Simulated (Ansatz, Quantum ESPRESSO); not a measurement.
This is a calculation of BPd4 for Ansatz 0.2.0. The cell comes from a database or a generator and needn't be the stable form of this composition.

File input.yaml:

```yaml
crystal:
  lattice:
    - [2.8920299704, 0.0, 0.0]
    - [0.0, 4.3650077954, 0.0]
    - [0.0, 0.0, 5.856315]
  atoms:
    - { symbol: Pd, position: [0.5, 0.0, 0.197578] }
    - { symbol: Pd, position: [0.0, 0.0, 0.61947] }
    - { symbol: Pd, position: [0.0, 0.5, 0.329164] }
    - { symbol: Pd, position: [0.5, 0.5, 0.867561] }
    - { symbol: B, position: [0.5, 0.0, 0.863227] }
hamiltonian:
  xc: pbesol
  pseudopotentials: { kind: paw }
kpoints:
  mp_grid: { grid: [9, 6, 5] }
scf:
  occupations: { method: fermi_dirac, width: 0.05 }
output:
  forces: true
  stress: true
  eigenvalues: true
```

Potentials or basis: Ansatz PAW.

Launch:

```console
$ ansatz run input.yaml --threads 1 --pin off --max-ram 3584MiB --backend cpu --events-out ev --progress --plain --runs-dir out
```

Q: What does the same run look like in Quantum ESPRESSO 7.5? Potentials or basis there: GBRV 1.5 PBEsol, cutoff 612 eV.

A: As run (cutoffs and basis follow the program's own potentials, and thresholds, step limits or extra output files can differ):

pw.in

```
&CONTROL
  calculation = 'scf'
  prefix = 'pwscf'
  outdir = './tmp'
  pseudo_dir = './pseudo'
  tprnfor = .true.
  tstress = .true.
  disk_io = 'low'
/
&SYSTEM
  ibrav = 0
  celldm(1) = 8
  nat = 5
  ntyp = 2
  ecutwfc = 45
  ecutrho = 360
  nbnd = 45
  occupations = 'smearing'
  smearing = 'fd'
  degauss = 0.00367493
/
&ELECTRONS
  conv_thr = 1d-09
  electron_maxstep = 120
  mixing_beta = 0.5
/
ATOMIC_SPECIES
Pd   106.4200 pd_pbesol_v1.4.uspp.F.UPF
B     10.8100 b_pbesol_v1.4.uspp.F.UPF
CELL_PARAMETERS alat
  0.6831430735332   0.0000000000000   0.0000000000000
  0.0000000000000   1.0310836581453   0.0000000000000
  0.0000000000000   0.0000000000000   1.3833539311922
ATOMIC_POSITIONS crystal
Pd     0.5000000000    0.0000000000    0.1975780000
Pd     0.0000000000    0.0000000000    0.6194700000
Pd     0.0000000000    0.5000000000    0.3291640000
Pd     0.5000000000    0.5000000000    0.8675610000
B      0.5000000000    0.0000000000    0.8632270000
K_POINTS automatic
9 6 5 0 0 0
```

The input pp_density.in:

```
&INPUTPP
  prefix = 'pwscf'
  outdir = './tmp'
  filplot = 'density.dat'
  plot_num = 0
/
&PLOT
  nfile = 1
  filepp(1) = 'density.dat'
  iflag = 3
  output_format = 6
  fileout = 'density.cube'
/
```

The input pp_potential.in:

```
&INPUTPP
  prefix = 'pwscf'
  outdir = './tmp'
  filplot = 'potential.dat'
  plot_num = 11
/
&PLOT
  nfile = 1
  filepp(1) = 'potential.dat'
  iflag = 3
  output_format = 6
  fileout = 'potential.cube'
/
```

Potentials or basis: GBRV 1.5 PBEsol.

Launch:

```bash
$ OMP_NUM_THREADS=1 mpirun -n 2 pw.x -nk 2 -in pw.in > pw.out
$ OMP_NUM_THREADS=1 mpirun -n 1 pp.x -in pp_density.in > pp_density.out
$ OMP_NUM_THREADS=1 mpirun -n 1 pp.x -in pp_potential.in > pp_potential.out
```

Both were run:

|  | Ansatz | Quantum ESPRESSO |
| --- | --- | --- |
| Pressure | -8.5 GPa | -8.3 GPa |
| Largest force | 0.198 eV/Å | 0.166 eV/Å |

Ansatz's pressure holds a Pulay term of +0.07 GPa for its cutoff of 420 eV, which the other run lacks.

The potentials hold 75 and 67 valence electrons a cell.

Ansatz's potentials were made for PBE.

Where Ansatz's input types no cutoff or centring, it takes its own default and a Γ-centred mesh.

Pressure is positive in compression.
